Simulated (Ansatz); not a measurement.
SrVHO2:
```cif
data_HO2SrV
_chemical_formula_sum 'Sr1 V1 O2 H1'
_space_group_name_H-M_alt 'P4/mmm'
_space_group_IT_number 123
_space_group_name_Hall '-P 4 2'
_cell_length_a 3.93386
_cell_length_b 3.93386
_cell_length_c 3.72916
_cell_angle_alpha 90.000
_cell_angle_beta 90.000
_cell_angle_gamma 90.000
loop_
_atom_site_label
_atom_site_type_symbol
_atom_site_symmetry_multiplicity
_atom_site_Wyckoff_symbol
_atom_site_fract_x
_atom_site_fract_y
_atom_site_fract_z
_atom_site_occupancy
Sr1 Sr 1 d 0.50000 0.50000 0.50000 1
V1 V 1 a 0.00000 0.00000 0.00000 1
O1 O 2 f 0.00000 0.50000 0.00000 1
H1 H 1 b 0.00000 0.00000 0.50000 1
```
The run is spin-polarised, in the one order tried: ferromagnetic.

Relaxed at zero pressure with DFT-PBE in the program Ansatz with PAW potentials.

Question: The volume is lowered by 6 % and shape and atoms relax at that volume. What pressure results, and how do the axes share the change?

Answer: 7.6 GPa; a -1.4 %, b -1.4 %, c -3.3 %; the energy rises by 16 meV/atom.

Question: Give the new structure.

Answer: 
Space group P4/mmm (No. 123); a = 3.879 Å, b = 3.879 Å, c = 3.606 Å, α = 90.00°, β = 90.00°, γ = 90.00°

```json
[
 {"atom": "Sr", "site": "1d", "symmetry": "4/mmm", "x": "0.5000", "y": "0.5000", "z": "0.5000"},
 {"atom": "V", "site": "1a", "symmetry": "4/mmm", "x": "0.0000", "y": "0.0000", "z": "0.0000"},
 {"atom": "O", "site": "2f", "symmetry": "mmm.", "x": "0.0000", "y": "0.5000", "z": "0.0000"},
 {"atom": "H", "site": "1b", "symmetry": "4/mmm", "x": "0.0000", "y": "0.0000", "z": "0.5000"}
]
```

The phase is kept; no other phase was compared at this pressure.

The start of the workflow was typed in or built on a structure type; neither database checked (COD, Materials Project) lists it. Its standing as an ambient phase is unchecked. The PBE relaxation kept the symmetry of its start; whether a distortion lowers the energy is not shown. Spin order of the final state: ferromagnetic, the only order run, not a proven ground state. The cell computed holds one magnetic atom, so no antiferromagnetic order was within reach. No Hubbard U is applied.

Potentials: the later of the program's two PAW sets.
